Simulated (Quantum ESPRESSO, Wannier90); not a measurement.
# GaBi (zinc blende): Wannier90 run

```yaml
crystal:
  lattice:
    - [0.00000, 3.18267, 3.18267]
    - [3.18267, 0.00000, 3.18267]
    - [3.18267, 3.18267, 0.00000]
  atoms:
    - { symbol: Ga, position: [0.75000, 0.75000, 0.75000] }
    - { symbol: Bi, position: [0.00000, 0.00000, 0.00000] }
```

Materials Project entry mp-1018126; symmetrised, unrelaxed at this level. Not found in the COD (Crystallography Open Database) copy used; not checked further. Level: LDA, no spin polarisation, no spin-orbit coupling; pw.x of Quantum ESPRESSO at 64 Ry with PseudoDojo potentials, 8×8×8 k-points, Wannier90. Density: 12×12×12 mesh, cold smearing 0.01 Ry. Spin-orbit coupling is left out although heavy elements are present.

Valence charges of the files: Ga 13, Bi 15. 25 bands were computed.

Isolated groups of bands, relative to the Fermi level (bands from 12 on overlap up to the last one computed):

| bands | from (eV) | to (eV) | filling | weight on atomic waves |
|---|---|---|---|---|
| 1–5 | -22.50 | -22.45 | filled | Bi 5d 100 % |
| 6–10 | -15.12 | -15.02 | filled | Ga 3d 99 % |
| 11 | -12.17 | -10.56 | filled | Bi 6s 68 %, Ga 4p 19 %, Ga 4s 9 % |

Wanted is a model with the orbitals Ga s p, Bi s p, without the filled groups that are mainly made of other shells (semicore states, and anion s where it isn't named); all higher bands stay in for disentanglement.

Task: Give num_wann, exclude_bands and num_bands, and the number of electrons that the model holds.

Result: Electrons: 1×13 + 1×15 = 28, or 14.0 bands' worth; no gap over 0.05 eV opens at the Fermi level at this level of theory.
num_wann = 1×4 + 1×4 = 8.
exclude_bands = 1-10, 10 bands, so num_bands = 25 − 10 = 15.
The model holds 28 − 2×10 = 8 electrons. With the window frozen to 1.50 eV it follows pw.x to 5.0 meV rms (states up to 1.0 eV relative to the Fermi level).
